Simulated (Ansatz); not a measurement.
Be:
```
CELL_PARAMETERS angstrom
      2.26120     0.00000     0.00000
     -1.13060     1.95826     0.00000
      0.00000     0.00000     3.56856
ATOMIC_POSITIONS crystal
  Be 0.33333 0.66667 0.75000
  Be 0.66667 0.33333 0.25000
```

Relaxed with r²SCAN.

Task: Map the electron localisation function on the plane through (0.333, 0.667, 0.750) spanned by u = [1, 1, 0] and v = [1, -1, 0] in lattice vectors, from plane-wave PAW r²SCAN (Ansatz code).

Result: x is the fraction of u, y of v (the angle between them is 90°; rows are the nearest grid lines); atoms in the plane: Be at (0.00, 0.00), Be at (0.50, 0.50).
```
|00001467776410000|
|00003678887630000|
|00025789998752000|
|12357899999875321|
|44578999999987544|
|55677899999877655|
|56667777777776665|
|55555433333455555|
|66543100000134566|
|66541000000014566|
|77641000000014677|
|88763000000036788|
|99875200000257899|
|99987532123578999|
|99998754445789999|
|99987765556778999|
|77777666566677777|
|33345555555554333|
|00013456665431000|
|00001456665410000|
|00001467776410000|
```
Scale: ten equal steps from 0.000 (start of '0') to 0.769 (end of '9'), in the order '0123456789'; x runs from 0.000 to 1.00, y from 0.000 (bottom) to 1.00 (top).

The density is the valence pseudo-density with augmentation charge, so density and ELF within about 1 Å of a nucleus are not all-electron values.

Space group P6_3/mmc (hcp (Mg type)). Symmetry was held in the r²SCAN relaxation; of distortions, only those at the zone centre were tested.

Potentials: the earlier of the program's two PAW sets.
